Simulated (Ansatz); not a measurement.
An Ansatz input:

```yaml
crystal:
  lattice:
    - [4.7983217947, 0.0, 0.0]
    - [-2.3991608973, 4.1554685697, 0.0]
    - [0.0, 0.0, 2.6334780324]
  atoms:
    - { symbol: Mo, position: [0.0, 0.0, 0.0] }
    - { symbol: Mo, position: [0.3333333333, 0.6666666667, 0.5] }
    - { symbol: Mo, position: [0.6666666667, 0.3333333333, 0.5] }
hamiltonian:
  xc: pbesol
  pseudopotentials:
    kind: paw
    azcp:
      Mo: "pseudopotentials/Mo.paw.azcp"
basis:
  ecutwfc: 420
  fft_grid_basis: typed
kpoints:
  mp_grid: { grid: [9, 9, 14], shift: [0, 0, 0] }
magnetization:
  spin_polarized: false
scf:
  occupations: { method: fermi_dirac, width: 0.1 }
  lower_state_search: "off"
output:
  stress: true
```

and its output:

```
Warning: the record states the generating functional pbe (its physics header spells it `PBE`), which answers neither for hamiltonian.xc's functional nor for the pbesol family's — results may be inconsistent (PPs are generated against a specific XC)
Engine: ansatz 0.2.0, aarch64-unknown-linux-gnu
Pseudopotentials: kind: paw
Pseudopotential: Mo, paw, valence charge 14, recommended cutoff 420 eV (normal) 
Functional definition: PBEsol
  exchange = pbesol_x
  correlation = pbesol_c
Crystal: 3 atoms, lattice volume = 52.510 Å³
Basis set: ecut = 420 eV, 1017 PW (Γ)
Bands: 26, of which v1, the nominal top of the filled ones, is band 21 counted from 1 (20 counted from 0)
Symmetry: 24 space group operations
Space group: P6/mmm (ITA 191), of the structure as read, at distance tolerance 3.7e-5 Å
k-points: 96 of 1134
Non-local potential: Mo, projectors of the file, l = 0: 3, l = 1: 2, l = 2: 2, l = 3: 1
PAW form: soft (Blöchl's): semilocal exchange-correlation on the pseudo side does not see the compensation charge
PAW frozen core: Mo, regenerated for the run's functional, and the local potential with it (the file was generated under x = pbe(κ = 0.804, μ = 0.2195149727645171), c = pbe(β = 0.06672455060314922))
PAW one-centre angular grid: Mo, 590 points (default); XC on 64 Gauss nodes
Initial density: superposition of atomic densities (neutral atoms: chi_scale 0, normalization atom), corrected by the library's trained network
Initial wavefunctions: pseudopotential atomic-orbital guess
Functional: x = pbesol(κ = 0.804, μ = 0.12345679012345678), c = pbesol(β = 0.046)
SCF iter   1: F=—  HF=-14690.801879 eV  |F-HF|=—  |Δ(HF+E_count)|=         —  Δρ=9.08e-3  dr2=9.79e-2  ethr=1.77e-3  ⟨swp⟩=5.1  Hψ=9698  notcnv=0
SCF iter   2: F=—  HF=-14690.797116 eV  |F-HF|=—  |Δ(HF+E_count)|=   4.76e-3  Δρ=4.60e-3  dr2=2.35e-2  ethr=2.33e-4  ⟨swp⟩=1.0  Hψ=3264  notcnv=0
SCF iter   3: F=—  HF=-14690.795230 eV  |F-HF|=—  |Δ(HF+E_count)|=   1.89e-3  Δρ=6.03e-4  dr2=2.21e-4  ethr=5.59e-5  ⟨swp⟩=1.5  Hψ=2616  notcnv=0
SCF iter   4: F=—  HF=-14690.795198 eV  |F-HF|=—  |Δ(HF+E_count)|=   3.16e-5  Δρ=1.02e-4  dr2=5.62e-6  ethr=5.27e-7  ⟨swp⟩=2.1  Hψ=3239  notcnv=0
SCF iter   5: F=—  HF=-14690.795198 eV  |F-HF|=—  |Δ(HF+E_count)|=   4.21e-7  Δρ=1.83e-5  dr2=2.13e-7  ethr=1.34e-8  ⟨swp⟩=2.1  Hψ=3236  notcnv=0
SCF iter   6: F=-14690.795198 eV  HF=-14690.795198 eV  |F-HF|=8.49e-10  |Δ(HF+E_count)|=   1.10e-8  Δρ=3.08e-6  dr2=3.27e-9  ethr=2.38e-10  ⟨swp⟩=3.9  Hψ=7470  notcnv=0
SCF 1 converged in 6 iterations: F = -14690.795198 eV  dr2 = 3.27e-9
SCF converged after 6 iterations
Free energy (F): -14690.795198 eV
Harris-Foulkes:  -14690.795198 eV  (|F-HF|=8.49e-10)
Internal energy: -14690.657842 eV  (E = F + TS)
E sigma→0 (E₀):  -14690.726520 eV
Entropy (-TS):   -0.137357 eV (-45.786 meV/atom)
Fermi energy:    18.153271 eV
--- Per-component energies (eV) ---
  E_band       = -271.980156
  E_kinetic    = 1312.252611
  E_local      = -2630.740164  (includes V_loc(G=0)·N_el)
  E_nonlocal   = 434.442014
  E_hartree    = 862.902373
  E_xc         = -542.377226
  E_vxc        = -679.000670  (∫ρ·V_xc dr)
  E_paw        = -9430.951978  (= ΣΔE_a)
  E_vpaw       = -434.737926  (= ΣTr[D̂ρ^β])
  E_aug_tail   = 0.000118  (compensation charges beyond the density's cutoff)
  E_ewald      = -4696.813487
  E_core_change = 0.627898  (= ΣΔE_core)
  E_smearing   = -0.137357  (= −TS)
  E_closure    = -0.000000  (closes the sum)
  Σ components = -14690.795198   (vs F -14690.795198, Δ=0.00e0)
--- Stress (GPa, compression-positive) ---
      -21.558180       0.000000       0.000000
        0.000000     -21.558180       0.000000
        0.000000       0.000000     -25.470219
  P = ⅓ Tr σ = -22.8622 GPa (-228.622 kbar)
```
